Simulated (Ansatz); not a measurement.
SiO₂:
```yaml
crystal:
  lattice:
    - [4.92091, 0.00000, 0.00000]
    - [-2.46046, 4.26164, 0.00000]
    - [0.00000, 0.00000, 5.41640]
  atoms:
    - { symbol: Si, position: [0.53101, 0.53101, 0.00000] }
    - { symbol: Si, position: [0.46899, 0.00000, 0.33333] }
    - { symbol: Si, position: [0.00000, 0.46899, 0.66667] }
    - { symbol: O, position: [0.26901, 0.41323, 0.78461] }
    - { symbol: O, position: [0.58677, 0.85578, 0.11794] }
    - { symbol: O, position: [0.14422, 0.73099, 0.45127] }
    - { symbol: O, position: [0.41323, 0.26901, 0.21539] }
    - { symbol: O, position: [0.85578, 0.58677, 0.88206] }
    - { symbol: O, position: [0.73099, 0.14422, 0.54873] }
```

Relaxed with r²SCAN. Special points in fractions of this cell's reciprocal vectors: Γ (0.000, 0.000, 0.000); M (0.500, 0.000, 0.000); K (0.333, 0.333, 0.000); A (0.000, 0.000, 0.500); L (0.500, 0.000, 0.500); H (0.333, 0.333, 0.500).

Q: List the band energies nearest the valence-band maximum at these points for DFT-r²SCAN in the program Ansatz with PAW potentials.

A: In eV from the valence-band maximum; about four levels below and three above (degenerate sets whole), none deeper than 8.9 eV; points with the same levels are listed once.

| k | below | above |
|---|---|---|
| Γ | -1.02 -1.02 -0.71 -0.30 -0.30 | 6.60 10.09 10.09 |
| M | -1.03 -0.78 -0.27 -0.04 | 8.97 9.70 10.50 |
| K | -1.23 -1.23 -0.44 -0.44 0.00 | 9.64 9.64 10.17 |
| A | -1.22 -0.23 -0.23 -0.09 | 8.60 8.60 9.76 |
| L | -0.89 -0.85 -0.60 -0.19 | 9.78 10.21 10.34 |
| H | -0.94 -0.94 -0.77 -0.58 -0.58 | 9.93 10.52 10.52 |

Space group P3_121. Symmetry was held in the r²SCAN relaxation.

Potentials: the later of the program's two PAW sets.
